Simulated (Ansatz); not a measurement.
## ZnGaSi single point

The input, for Ansatz 0.2.0 (plane waves, PAW):

```yaml
crystal:
  lattice:
    - [3.204043, 0.0, 0.0]
    - [0.0, 3.204043, 0.0]
    - [0.0, 0.0, 8.078818]
  atoms:
    - { symbol: Zn, position: [0.75, 0.75, 0.73063] }
    - { symbol: Zn, position: [0.25, 0.25, 0.26937] }
    - { symbol: Ga, position: [0.25, 0.25, 0.9146] }
    - { symbol: Ga, position: [0.75, 0.75, 0.0854] }
    - { symbol: Si, position: [0.75, 0.75, 0.4152] }
    - { symbol: Si, position: [0.25, 0.25, 0.5848] }
  symmetry: { tolerance: 0.0003 }
kpoints:
  mp_grid: { grid: [10, 10, 4], shift: [0, 0, 0] }
  band_path:
    path:
      - [0.0, 0.0, 0.0]
      - [0.0, 0.5, 0.0]
      - [0.5, 0.5, 0.0]
      - [0.0, 0.0, 0.0]
      - [0.0, 0.0, 0.5]
      - [0.0, 0.5, 0.5]
      - [0.5, 0.5, 0.5]
      - [0.0, 0.0, 0.5]
      - [0.0, 0.5, 0.0]
      - [0.0, 0.5, 0.5]
      - [0.5, 0.5, 0.0]
    npoints: 6
magnetization:
  spin_polarized: false
scf:
  occupations: { method: gaussian, width: 0.0208 }
  lower_state_search: "off"
  max_iter: 200
hamiltonian:
  pseudopotentials: { kind: paw }
  xc: pbe
basis:
  ecutwfc: 420
  fft_grid_basis: typed
output:
  forces: true
  stress: true
  eigenvalues: true
  bader: true
  populations: true
  elf: true
  write_potential: true
  volumetric_format: npy
  dos:
    e_range: [-12, 8]
    de: 0.05
    projected: { site_lists: { Ga: [Ga], Si: [Si], Zn: [Zn] } }
checkpoint:
  read: saved_state
```

The run starts from an earlier solution of this cell. 

Excerpt of what it printed:

```
Pseudopotentials: kind: paw
Pseudopotential: Zn, paw, valence charge 12, recommended cutoff 420 eV (normal), Zn.paw.azcp
Pseudopotential: Ga, paw, valence charge 13, recommended cutoff 420 eV (normal), Ga.paw.azcp
Pseudopotential: Si, paw, valence charge 4, recommended cutoff 420 eV (normal), Si.paw.azcp
Functional definition: PBE
  exchange = pbe_x(kappa = kappa, mu = beta*pi^2/3)
  correlation = pbe_c(beta = beta)
Crystal: 6 atoms, lattice volume = 82.936 Å³
Basis set: ecut = 420 eV, 1619 PW (Γ), exchange–correlation on 48×48×108 points (8 copies of the dense FFT grid, shifted against one another)
Bands: 35, of which v1, the nominal top of the filled ones, is band 29 counted from 1 (28 counted from 0)
Symmetry: 16 space group operations
Space group: P4/nmm (ITA 129), of the structure as read, at distance tolerance 1.3e-3 Å
k-points: 63 of 400
Initial density: read from a saved state, or passed on in memory by an earlier SCF of this step, an earlier step, the calling program or the single point that the run made first
Functional: x = pbe(κ = 0.804, μ = 0.2195), c = pbe(β = 0.0667)
Free energy (F): -15473.1880 eV
Harris-Foulkes:  -15473.1880 eV  (|F-HF|=8.45e-9)
Internal energy: -15473.1878 eV  (E = F + TS)
E sigma→0 (E₀):  -15473.1879 eV
Entropy (-TS):   -0.0002 eV (-0.027 meV/atom)
Fermi energy:    12.9076 eV
--- Per-component energies (eV) ---
  E_band       = 188.8571
  E_kinetic    = 586.4159
  E_local      = -7516.0198  (includes V_loc(G=0)·N_el)
  E_nonlocal   = 2117.2928
  E_hartree    = 3461.0172
  E_xc         = -533.3298
  E_vxc        = -326.7609  (∫ρ·V_xc dr)
  E_paw        = -8642.9499  (= ΣΔE_a)
  E_vpaw       = -1594.1062  (= ΣTr[D̂ρ^β])
  E_aug_tail   = -0.0009  (compensation charges beyond the density's cutoff)
  E_ewald      = -4945.6134
  E_smearing   = -0.0002  (= −TS)
--- Forces (eV/Å), atoms counted from 1 ---
  atom   1  Zn     0.0000     0.0000     0.3842
  atom   2  Zn     0.0000     0.0000    -0.3842
  atom   3  Ga     0.0000     0.0000    -0.0858
  atom   4  Ga     0.0000     0.0000     0.0858
  atom   5  Si     0.0000     0.0000     0.6710
  atom   6  Si     0.0000     0.0000    -0.6710
--- Stress (GPa, compression-positive) ---
       20.8441       0.0000       0.0000
        0.0000      20.8441       0.0000
        0.0000       0.0000      17.5185
  P = ⅓ Tr σ = 19.7355 GPa (197.355 kbar)
--- Löwdin populations: 6 sites ---
  site symbol       q [e]
     0     Zn     10.7077
     1     Zn     10.7077
     2     Ga     13.5300
     3     Ga     13.5300
     4     Si      4.4941
     5     Si      4.4941
  spilling = 0.0093 (of n_electrons = 58.0000)
```

Absolute energies hang on the potentials; compare differences alone.

Origin: a known structure type with other elements, at an estimated volume, so it need not be a known compound. Caveats: atoms or cell far from equilibrium.
